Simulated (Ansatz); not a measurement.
## Pb: from a starting cell to a relaxed one

The start is a randomly generated symmetric cell of Pb (space group No. 191). Cell shape, volume and atoms are optimised at zero target pressure with r2SCAN (plane waves to 500 eV, PAW, scalar-relativistic; Ansatz, an electronic-structure program). The first steps use a coarse 8×8×5 k-mesh.

Starting cell:
```
CELL_PARAMETERS angstrom
      5.04628     0.00000     0.00000
     -2.52314     4.37021     0.00000
      0.00000     0.00000     7.35025
ATOMIC_POSITIONS crystal
  Pb 0.33333 0.66667 0.29341
  Pb 0.33333 0.66667 0.70659
  Pb 0.66667 0.33333 0.70659
  Pb 0.66667 0.33333 0.29341
```

**Question.** What pressure does the first self-consistent step give?

**Answer.** +3.9 GPa (positive: the cell is compressed).

**Question.** What is the largest force in the starting geometry, and on which atom (counted from 1)?

**Answer.** 0.26 eV/Å, on Pb1, Pb2, Pb3, Pb4 (atoms numbered as listed).

**Question.** How much energy is released per atom?

**Answer.** 0.16 to 0.17 eV/atom (the two k-meshes of the run give this range).

**Question.** How does the volume change?

**Answer.** -1.1 %, from 40.52 to 40.07 Å³/atom.

**Question.** How do the shortest distances between atoms change?

**Answer.** The closest pairs of elements (up to four, under 3.6 Å), start → end: Pb–Pb 2.91 → 3.10 Å.

**Question.** Give the final cell and atomic positions.

**Answer.** 
Space group P6/mmm (No. 191); a = 5.376 Å, b = 5.376 Å, c = 3.201 Å, α = 90.00°, β = 90.00°, γ = 120.00°

```csv
atom,site,symmetry,x,y,z
Pb,2d,-6m2,0.3333,0.6667,0.5000
```

The space group stays P6/mmm (No. 191) (the run could not lower it), with 2 atoms in the primitive cell. Final values are on a 10×10×15 k-mesh of the relaxed cell. No spin polarisation in the result.

The run could not lose the symmetry of its start, so the end can be a saddle point.

The relaxed structure here is a generated cell of Pb: the first start was made by a random draw of sites in a space group, and the end was not matched to a known phase here, so it may be hypothetical. Known forms of Pb include space group No. 225.
